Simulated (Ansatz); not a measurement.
GaRu3C:
```xyz
5
Lattice="3.9956 0.0000 0.0000 0.0000 3.9956 0.0000 0.0000 0.0000 3.9956" Properties=species:S:1:pos:R:3 pbc="T T T"
Ga     0.0000     0.0000     0.0000
Ru     0.0000     1.9978     1.9978
Ru     1.9978     0.0000     1.9978
Ru     1.9978     1.9978     0.0000
C      1.9978     1.9978     1.9978
```

Relaxed with r²SCAN. Special points in fractions of this cell's reciprocal vectors: Γ (0.000, 0.000, 0.000); X (0.000, 0.500, 0.000); M (0.500, 0.500, 0.000); R (0.500, 0.500, 0.500).

**Question.** List the band energies nearest the Fermi level at these points for r²SCAN (plane waves, PAW; program Ansatz).

**Answer.** In eV from the Fermi level; about four levels below and three above (degenerate sets whole), none deeper than 8.9 eV; points with the same levels are listed once.

| k | below | above |
|---|---|---|
| Γ | -0.87 -0.87 -0.87 -0.61 -0.61 | 1.47 1.57 1.57 1.57 |
| X | -0.96 -0.96 -0.75 -0.02 | 1.58 1.90 1.90 |
| M | -0.97 -0.68 -0.56 -0.10 | 0.30 2.23 2.23 |
| R | -1.55 -1.55 -1.55 -0.20 -0.20 | 1.29 1.29 1.29 |

Space group Pm-3m (anti-perovskite). The start of the workflow was typed in or built on a structure type; neither database checked (COD, Materials Project) lists it. Its standing as an ambient phase is unchecked. Symmetry was held in the r²SCAN relaxation; its stability against distortions is not shown here. The run is not spin-polarised. Spin–orbit coupling is left out wherever it is not named.

Potentials: the later of the program's two PAW sets.
